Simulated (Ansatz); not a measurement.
Kick test of a cell of Si2Sb

The structure comes from a generated guess, relaxed at this level; another structure or a mixture of phases may lie lower.

All numbers below come from DFT PBE, scalar-relativistic, plane waves, PAW in Ansatz 0.2.0. Cutoff 420 eV; k points 6×6×14 on the computed 6-atom cell (Γ-centred); Gaussian smearing, width 0.10 eV; no spin polarisation.

The cell below (6 atoms, space group P4/mbm (No. 127)) is relaxed within its symmetry.

```cif
data_structure
_symmetry_space_group_name_H-M 'P 1'
_symmetry_Int_Tables_number 1
_cell_length_a 7.0192
_cell_length_b 7.0192
_cell_length_c 2.7779
_cell_angle_alpha 90.000
_cell_angle_beta 90.000
_cell_angle_gamma 90.000
_cell_volume 136.86
loop_
_atom_site_label
_atom_site_type_symbol
_atom_site_fract_x
_atom_site_fract_y
_atom_site_fract_z
_atom_site_occupancy
Si1 Si 0.11991 0.38009 0.00000 1
Si2 Si 0.38009 0.88009 0.00000 1
Si3 Si 0.88009 0.61991 0.00000 1
Si4 Si 0.61991 0.11991 0.00000 1
Sb1 Sb 0.00000 0.00000 0.00000 1
Sb2 Sb 0.50000 0.50000 0.00000 1
```

For the test a repeat of it with 12 atoms (edges 2.78, 7.02, 14.04 Å) was strained at random (σ = 1.5 % a component), the atoms were moved at random (σ = 0.05 Å), and all was relaxed again on a coarse 8×4×2 mesh (in the run’s order of axes) with 0.20 eV smearing, with no symmetry imposed.

Spin–orbit coupling, which can matter for Sb, is left out.

Q: Is the structure stable against such a distortion?

A: It returns, within 1 meV/atom of the unmoved cell on that mesh and with the same symmetry when read at 0.1 Å (P2/m at 0.01 Å, so small strains and shifts remain). No instability shows in this cell; modes of other wave vectors, which need another repeat, aren't tested.
